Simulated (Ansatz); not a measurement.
Total density of states per atom from r²SCAN (plane waves, PAW; program Ansatz), in 0.25 eV bins, energy from the Fermi level:

```
E (eV) | states/eV/atom
    -7.85 |  0.00
    -7.60 |  0.00
    -7.35 |  0.00
    -7.10 |  0.00
    -6.85 |  0.00
    -6.60 | ### 0.18
    -6.35 | ############# 0.74
    -6.10 | ############ 0.65
    -5.85 | ######### 0.50
    -5.60 | ########## 0.58
    -5.35 | ############## 0.76
    -5.10 | ################ 0.91
    -4.85 | ############# 0.71
    -4.60 | ################## 0.98
    -4.35 | ##################### 1.15
    -4.10 | ################## 0.98
    -3.85 | ################# 0.93
    -3.60 | ############################## 1.66
    -3.35 | ########################### 1.51
    -3.10 | ################# 0.95
    -2.85 | ################### 1.03
    -2.60 | #################### 1.08
    -2.35 | ################### 1.07
    -2.10 | ########################## 1.46
    -1.85 | ########################## 1.45
    -1.60 | ######################### 1.38
    -1.35 | ######################### 1.39
    -1.10 | ######################## 1.33
    -0.85 | ##################### 1.18
    -0.60 | ############### 0.83
    -0.35 | ############# 0.72
    -0.10 | ############ 0.65
     0.15 | ############# 0.75
     0.40 | ######## 0.44
     0.65 | ######## 0.45
     0.90 | ###### 0.31
     1.15 | #### 0.22
     1.40 | ##### 0.26
     1.65 | ####### 0.37
     1.90 | ######## 0.43
     2.15 | ####### 0.40
     2.40 | ######### 0.50
     2.65 | ######## 0.42
     2.90 | ###### 0.33
     3.15 | #### 0.24
     3.40 | ##### 0.30
     3.65 | ####### 0.39
     3.90 | ####### 0.40
     4.15 | ##### 0.28
     4.40 | ###### 0.31
     4.65 | ##### 0.30
```

Which compound is it?
A) ZrGe, Pnma (Zr on 4c, Ge on 4c)
B) Fe3Rh, Fm-3m (Fe on 8c, Fe on 4a, Rh on 4b)
C) CdGeAs2, chalcopyrite
D) GeRh2, Pnma (Ge on 4c, Rh on 4c, Rh on 4c)

D, GeRh2, Pnma (Ge on 4c, Rh on 4c, Rh on 4c). Within 0.5 eV of the Fermi level: Rh 4d 86 %, Ge 4p 8 %. Projections are on Löwdin-orthogonalised atomic valence shells; empty p or d shells of many metals are not among them.

The workflow started from a Materials Project entry (that database holds measured and hypothetical structures alike); the Crystallography Open Database files this formula in space group No. 62, but the cells were not matched. Its standing as an ambient phase is unchecked. The cell was relaxed with r²SCAN under the symmetry of its start; whether a distortion lowers the energy is not shown. The run is not spin-polarised. Spin–orbit coupling is left out wherever it is not named.

Potentials: the later of the program's two PAW sets.
